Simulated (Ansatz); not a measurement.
A geometry of Ti3Al away from equilibrium: the start of the relaxation of a relaxed Ti3Al cell shaken by Gaussian noise of σ = 0.08 Å a coordinate. All values below come from r2SCAN (plane waves to 500 eV, PAW, scalar-relativistic; Ansatz, a first-principles code). Γ-centred k-mesh 7×7×7 on the run's cell (coarser than for final values), Fermi–Dirac smearing 0.05 eV.

```xyz
8
Lattice="5.7474 0.0000 0.0000 -2.8737 4.9774 0.0000 0.0000 0.0000 4.6316" Properties=species:S:1:pos:R:3:forces:R:3 pbc="T T T" free_energy=-16109.025 pressure_GPa=1.5
Ti     2.9014     3.3939     1.2299   -0.1918   -0.6734   -1.0914
Ti    -1.4097     4.0830     3.3746    0.2481    0.2572    1.1038
Ti     1.4407     0.8846     1.3040    0.5310    0.3547   -0.9834
Ti    -0.0002     1.6096     3.5464    0.3042    0.4302   -0.4476
Ti     4.3890     0.9617     1.1620   -1.0550   -0.8880    0.1245
Ti     1.4217     4.0178     3.3617   -0.2382    1.1222    0.8138
Al    -0.0379     3.3465     1.1574    0.6090    0.1823   -0.3210
Al     2.9263     1.7239     3.4051   -0.2073   -0.7853    0.8012
```

Positions in Å, forces in eV/Å, free energy of the cell in eV (comparable only within this code, potentials and settings). Largest force: 1.41 eV/Å, on Ti6 (atoms numbered as listed); the geometry lies 0.07 eV/atom above the end of its relaxation.

No spin polarisation in the result.
